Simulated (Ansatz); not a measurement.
Values for one crystal, relaxed and computed with PBEsol in the plane-wave PAW code Ansatz; other levels are named.

- Volume per atom: 16.88 Å³
- Electronic character: metallic (no gap)
- Pressure derivative B′: 4.2
- Formation energy from the elements (no fitted shifts): 31 kJ/mol-atom
- Gap with spin–orbit coupling: none (metallic)
- Density of states at the Fermi level: 0.88 states/eV per atom (mean over ±0.08 eV)
- Bulk modulus (Birch–Murnaghan fit): 177 GPa

Which of these materials gives this?
A) FePt, L1₀ or tetragonal B2
B) FeNi, L1₀ or tetragonal B2
C) TaAg, L1₀ or tetragonal B2
D) ZrAg, Cmcm (Zr on 4c, Ag on 4c)

C, TaAg, L1₀ or tetragonal B2

Space group P4/mmm (L1₀ or tetragonal B2). The start of the workflow was typed in or built on a structure type; neither database checked (COD, Materials Project) lists it. Its standing as an ambient phase is unchecked. The PBEsol relaxation kept the symmetry of its start; whether a distortion lowers the energy is not shown. The run is not spin-polarised. Its formation energy is positive at this level, so the cell may be metastable or incomplete. On the denser mesh and wider smearing of the elastic run this cell carries a stress of 0.5 GPa. The references are the lowest solids computed at this level, not always the standard phases. Spin–orbit coupling is left out wherever it is not named.

Potentials: the later of the program's two PAW sets.
